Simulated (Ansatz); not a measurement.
LuAlN$_{2}$:
```cif
data_AlLuN2
_chemical_formula_sum 'Lu1 N2 Al1'
_space_group_name_H-M_alt 'P3m1'
_space_group_IT_number 156
_space_group_name_Hall 'P 3 -2"'
_cell_length_a 3.42499
_cell_length_b 3.42499
_cell_length_c 5.41601
_cell_angle_alpha 90.000
_cell_angle_beta 90.000
_cell_angle_gamma 120.000
loop_
_atom_site_label
_atom_site_type_symbol
_atom_site_symmetry_multiplicity
_atom_site_Wyckoff_symbol
_atom_site_fract_x
_atom_site_fract_y
_atom_site_fract_z
_atom_site_occupancy
Lu1 Lu 1 b 0.33333 0.66667 0.99468 1
N1 N 1 b 0.33333 0.66667 0.41341 1
Al1 Al 1 c 0.66667 0.33333 0.50786 1
N2 N 1 c 0.66667 0.33333 0.85405 1
```

Relaxed with PBE.

Task: Which orbitals make up the states near the band edges in the program Ansatz at the PBE level (PAW)?

Result: Top 1 eV of the valence band: N 2p 77 %, Lu 5d 11 %, Lu 4f 7 %. Bottom 1 eV of the conduction band: N 2s 32 %, Al 3s 22 %, Lu 6s 17 %, N 2p 14 %, Al 3p 10 %. Projections are on Löwdin-orthogonalised atomic valence shells; empty p or d shells of many metals are not among them.

Task: Tabulate the density of states.

Result: States/eV per cell of 4 atoms, in 0.25 eV bins, energy from the valence-band maximum.

| E (eV) | total | Lu 4f | N 2p | Lu 5d |
|---|---|---|---|---|
| -7.86 | 0.00 | 0.00 | 0.00 | 0.00 |
| -7.61 | 0.00 | 0.00 | 0.00 | 0.00 |
| -7.36 | 0.00 | 0.00 | 0.00 | 0.00 |
| -7.11 | 0.00 | 0.00 | 0.00 | 0.00 |
| -6.86 | 0.00 | 0.00 | 0.00 | 0.00 |
| -6.61 | 0.00 | 0.00 | 0.00 | 0.00 |
| -6.36 | 0.00 | 0.00 | 0.00 | 0.00 |
| -6.11 | 0.00 | 0.00 | 0.00 | 0.00 |
| -5.86 | 0.00 | 0.00 | 0.00 | 0.00 |
| -5.61 | 0.00 | 0.00 | 0.00 | 0.00 |
| -5.36 | 0.00 | 0.00 | 0.00 | 0.00 |
| -5.11 | 0.33 | 0.00 | 0.17 | 0.05 |
| -4.86 | 1.29 | 0.02 | 0.71 | 0.17 |
| -4.61 | 2.03 | 0.04 | 1.14 | 0.24 |
| -4.36 | 1.63 | 0.05 | 0.93 | 0.17 |
| -4.11 | 2.24 | 0.12 | 1.27 | 0.32 |
| -3.86 | 0.48 | 0.04 | 0.28 | 0.05 |
| -3.61 | 0.24 | 0.01 | 0.13 | 0.03 |
| -3.36 | 1.82 | 0.20 | 1.02 | 0.21 |
| -3.11 | 5.16 | 1.00 | 2.71 | 0.57 |
| -2.86 | 3.99 | 1.52 | 1.69 | 0.32 |
| -2.61 | 11.78 | 7.70 | 2.96 | 0.51 |
| -2.36 | 33.15 | 31.67 | 1.06 | 0.12 |
| -2.11 | 8.97 | 7.35 | 0.99 | 0.28 |
| -1.86 | 5.50 | 2.59 | 2.02 | 0.36 |
| -1.61 | 6.05 | 1.68 | 3.18 | 0.60 |
| -1.36 | 3.37 | 0.66 | 2.01 | 0.41 |
| -1.11 | 1.54 | 0.17 | 1.07 | 0.19 |
| -0.86 | 5.23 | 0.43 | 3.83 | 0.68 |
| -0.61 | 4.09 | 0.26 | 3.16 | 0.45 |
| -0.36 | 4.05 | 0.26 | 3.21 | 0.37 |
| -0.11 | 1.08 | 0.07 | 0.85 | 0.12 |
| 0.14 | 0.00 | 0.00 | 0.00 | 0.00 |
| 0.39 | 0.00 | 0.00 | 0.00 | 0.00 |
| 0.64 | 0.00 | 0.00 | 0.00 | 0.00 |
| 0.89 | 0.00 | 0.00 | 0.00 | 0.00 |
| 1.14 | 0.00 | 0.00 | 0.00 | 0.00 |
| 1.39 | 0.00 | 0.00 | 0.00 | 0.00 |
| 1.64 | 0.00 | 0.00 | 0.00 | 0.00 |
| 1.89 | 0.00 | 0.00 | 0.00 | 0.00 |
| 2.14 | 0.01 | 0.00 | 0.00 | 0.00 |
| 2.39 | 0.04 | 0.00 | 0.00 | 0.00 |
| 2.64 | 0.06 | 0.00 | 0.01 | 0.00 |
| 2.89 | 0.09 | 0.00 | 0.02 | 0.00 |
| 3.14 | 0.31 | 0.00 | 0.04 | 0.15 |
| 3.39 | 2.13 | 0.01 | 0.20 | 1.25 |
| 3.64 | 2.80 | 0.01 | 0.35 | 1.47 |
| 3.89 | 1.94 | 0.01 | 0.34 | 0.79 |
| 4.14 | 0.84 | 0.00 | 0.14 | 0.29 |
| 4.39 | 2.34 | 0.01 | 0.45 | 0.91 |
| 4.64 | 3.00 | 0.01 | 0.71 | 1.34 |
| 4.89 | 1.01 | 0.00 | 0.20 | 0.56 |
| 5.14 | 0.56 | 0.00 | 0.09 | 0.35 |
| 5.39 | 0.64 | 0.00 | 0.09 | 0.35 |
| 5.64 | 0.61 | 0.00 | 0.06 | 0.36 |
| 5.89 | 1.91 | 0.00 | 0.22 | 0.99 |
| 6.14 | 4.27 | 0.01 | 0.63 | 1.92 |
| 6.39 | 2.89 | 0.00 | 0.38 | 1.53 |
| 6.64 | 3.00 | 0.00 | 0.35 | 1.69 |
| 6.89 | 1.62 | 0.00 | 0.17 | 1.01 |

The start of the workflow was typed in or built on a structure type; neither database checked (COD, Materials Project) lists it. Whether it is the stable phase at ambient conditions was not checked. Symmetry was held in the PBE relaxation; whether a distortion lowers the energy is not shown. Scalar-relativistic: spin–orbit coupling is off unless named, which matters more the heavier the elements.

Potentials: the earlier of the program's two PAW sets.
